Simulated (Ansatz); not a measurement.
**From the elastic tensor of ScAl2 to moduli and sound speeds**

All numbers below come from DFT LDA, scalar-relativistic, plane waves, PAW in Ansatz 0.2.0. Plane waves to 420 eV; Γ-centred k mesh 8×8×8; Fermi-Dirac smearing of 0.15 eV. No spin polarisation.

Symmetry: Fd-3m, No. 227, cubic system. The conventional cell has a = 7.454 Å, b = 7.454 Å, c = 7.454 Å, α = 90.00°, β = 90.00°, γ = 90.00°. Sc (site symmetry -43m) is surrounded by 12 Al at 3.09 Å and 4 Sc at 3.23 Å. Al (site symmetry -3m) is surrounded by 6 Al at 2.64 Å.

In a metal, frequencies and elastic constants depend on the k mesh and the smearing, soft modes and shear constants most.

Relaxed-ion constants (GPa, on the Cartesian axes of the calculation):
C11 = 206.3, C12 = 42.1, C13 = 42.1, C22 = 206.3, C23 = 42.1, C33 = 206.3, C44 = 73.7, C55 = 73.7, C66 = 73.7 GPa; the others vanish.

Density 3.173 g/cm³; 6 atoms in 103.54 Å³.

The values that follow are for a polycrystal of randomly turned grains, by Hill's mean where one number stands.

With S = C⁻¹: B_V = (C11+C22+C33+2(C12+C13+C23))/9, G_V = (C11+C22+C33−C12−C13−C23+3(C44+C55+C66))/15, 1/B_R = S11+S22+S33+2(S12+S13+S23), 15/G_R = 4(S11+S22+S33−S12−S13−S23)+3(S44+S55+S66); Hill is their mean. Then v_l = √((B+4G/3)/ρ), v_t = √(G/ρ), v_m = [(2/v_t³+1/v_l³)/3]^(−1/3) and Θ = (ħ/k_B)·v_m·(6π²n/V)^(1/3) for n atoms in the volume V; E = 9BG/(3B+G), ν = (3B−2G)/(2(3B+G)) and A^U = 5G_V/G_R + B_V/B_R − 6.

- Bulk modulus, Voigt / Reuss / Hill: 96.9 / 96.9 / 96.9 GPa
- Shear modulus, Voigt / Reuss / Hill: 77.1 / 76.9 / 77.0 GPa
- Young's modulus: 183 GPa
- Poisson ratio: 0.186
- Pugh ratio B/G: 1.26 (under 1.75, the rule of thumb for brittle)
- Universal anisotropy index: 0.01
- Longitudinal and transverse sound speeds: 7929 and 4925 m/s
- Debye temperature from the mean sound speed: 625 K

Whether ScAl2 exists in this form wasn't checked.

Cost: 1 run of about 2.4 core-minutes, on Intel Xeon Platinum 8259CL (Skylake/Cascade Lake) (shared hosts).